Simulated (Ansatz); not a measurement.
Fe2Ge in space group P6_3/mmc (No. 194; Fe on 2a, Fe on 2c, Ge on 2d), r²SCAN in the plane-wave PAW code Ansatz, all energies at zero smearing, with the estimated change up to a 700 eV cutoff added, with one set of potentials and settings (totals compare only within such a set). Cell of 6 atoms (4 Fe, 2 Ge): -26548.955 eV.

| element | reference phase | E (eV/atom) |
|---|---|---|
| Fe | Im-3m, 1 atoms in the cell, spin-polarised | -4485.8961 |
| Ge | Fd-3m, 2 atoms in the cell | -4302.9041 |

Formation energy per atom, worked out: (-26548.955 − 4×(-4485.8961) − 2×(-4302.9041))/6 = 0.073 eV/atom (7 kJ per mol of atoms), at 0 K, without zero-point energy or fitted corrections.

The first step of the workflow began from a Materials Project structure, measured or hypothetical; the Crystallography Open Database copy checked does not list it. Whether it is the stable phase at ambient conditions was not checked. The r²SCAN relaxation kept the symmetry of its start; whether a distortion lowers the energy is not shown. The final state is ferromagnetic, the only order run, not a proven ground state. Other orbital occupations within this spin state were not tried. The references are the lowest solids computed at this level, not always the standard phases.

Potentials: the later of the program's two PAW sets.
